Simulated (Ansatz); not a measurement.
Ga2Cu in space group P4/mmm (No. 123; Ga on 2h, Cu on 1a), DFT-PBE in the program Ansatz with PAW potentials, all energies at zero smearing, with the estimated change up to a 700 eV cutoff added, with one set of potentials and settings (totals compare only within such a set). Cell of 3 atoms (2 Ga, 1 Cu): -14191.470 eV.

```json
[
 {"element": "Ga", "reference phase": "Cmce, 4 atoms in the cell", "E (eV/atom)": "-3783.0259"},
 {"element": "Cu", "reference phase": "Fm-3m, 1 atoms in the cell", "E (eV/atom)": "-6625.1847"}
]
```

Formation energy per atom, worked out: (-14191.470 − 2×(-3783.0259) − 1×(-6625.1847))/3 = -0.078 eV/atom (-8 kJ per mol of atoms), at 0 K, without zero-point energy or fitted corrections.

The workflow started from a Materials Project entry (that database holds measured and hypothetical structures alike); the Crystallography Open Database files this formula in space group No. 123, but the cells were not matched. Whether it is the stable phase at ambient conditions was not checked. Symmetry was held in the PBE relaxation; whether a distortion lowers the energy is not shown. No spin polarisation was allowed. The references are the lowest solids computed at this level, not always the standard phases.

Potentials: the earlier of the program's two PAW sets.
